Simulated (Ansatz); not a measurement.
AlAs:
```cif
data_AlAs
_chemical_formula_sum 'Al1 As1'
_space_group_name_H-M_alt 'P 1'
_space_group_IT_number 1
_cell_length_a 3.98019
_cell_length_b 3.98019
_cell_length_c 3.98019
_cell_angle_alpha 60.000
_cell_angle_beta 60.000
_cell_angle_gamma 60.000
loop_
_space_group_symop_operation_xyz
  'x, y, z'
loop_
_atom_site_label
_atom_site_type_symbol
_atom_site_fract_x
_atom_site_fract_y
_atom_site_fract_z
_atom_site_occupancy
Al1 Al 0.00000 0.00000 0.00000 1
As1 As 0.25000 0.25000 0.25000 1
```

Relaxed with LDA.

Task: Decompose the optical modes at the zone centre into irreducible representations, and say which are infrared and Raman allowed.

Result: Point group -43m: Γ_opt = T2. Infrared: T2. Raman: T2.

Task: Assign frequencies (DFPT, LDA (plane waves, PAW; program Ansatz); without the LO–TO term).

Result: T2 358 cm⁻¹.

Space group F-43m (zinc blende). Symmetry was held in the LDA relaxation.

Potentials: the earlier of the program's two PAW sets. The files were generated under PBE; for other functionals the program regenerates the frozen cores, and for LDA and PBEsol the local potential too.
